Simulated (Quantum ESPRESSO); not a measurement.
pw.x input (Quantum ESPRESSO 7.5; PBEsol, PseudoDojo standard norm-conserving files, fully relativistic):

```
&CONTROL
  calculation = 'scf'
  pseudo_dir = './pseudo'
  outdir = './out'
  tprnfor = .true.
  tstress = .true.
/
&SYSTEM
  ibrav = 0
  nat = 5
  ntyp = 3
  ecutwfc = 84.0
  ecutrho = 336.0
  occupations = 'smearing'
  smearing = 'fd'
  degauss = 0.002
  nbnd = 60
  noncolin = .true.
  lspinorb = .true.
/
&ELECTRONS
  conv_thr = 5e-10
/
ATOMIC_SPECIES
N 14.0070 N.upf
Sr 87.6200 Sr.upf
Sb 121.7600 Sb.upf
CELL_PARAMETERS angstrom
  5.194970000000   0.000000000000   0.000000000000
  0.000000000000   5.194970000000   0.000000000000
  0.000000000000   0.000000000000   5.194970000000
ATOMIC_POSITIONS crystal
N   0.500000000000   0.500000000000   0.500000000000
Sr   0.000000000000   0.500000000000   0.500000000000
Sr   0.500000000000   0.000000000000   0.500000000000
Sr   0.500000000000   0.500000000000   0.000000000000
Sb   0.000000000000   0.000000000000   0.000000000000
K_POINTS automatic
6 6 6 0 0 0
```

End of the output:

```

[...]
     the Fermi energy is     8.6824 ev
!    total energy              =    -407.68337541 Ry
     estimated scf accuracy    <          4.1E-10 Ry
     smearing contrib. (-TS)   =      -0.00000937 Ry
     internal energy E=F+TS    =    -407.68336604 Ry
     The total energy is F=E-TS. E is the sum of the following terms:
     one-electron contribution =    -127.49570419 Ry
     hartree contribution      =      83.86652707 Ry
     xc contribution           =    -100.90379275 Ry
     ewald contribution        =    -263.15039617 Ry
     convergence has been achieved in  14 iterations
     Forces acting on atoms (cartesian axes, Ry/au):
     atom    1 type  1   force =     0.00000000    0.00000000    0.00000000
     atom    2 type  2   force =     0.00000000    0.00000000    0.00000000
     atom    3 type  2   force =     0.00000000    0.00000000    0.00000000
     atom    4 type  2   force =     0.00000000    0.00000000    0.00000000
     atom    5 type  3   force =     0.00000000    0.00000000    0.00000000
     Total force =     0.000000     Total SCF correction =     0.000000
     Computing stress (Cartesian axis) and pressure
          total   stress  (Ry/bohr**3)                   (kbar)     P=      -17.20
  -0.00011695   0.00000000   0.00000000          -17.20        0.00        0.00
   0.00000000  -0.00011695   0.00000000            0.00      -17.20        0.00
   0.00000000   0.00000000  -0.00011695            0.00        0.00      -17.20
```
In a gapped system the printed Fermi energy is only some level inside the gap.

Geometry of the Materials Project entry, not relaxed at this level.
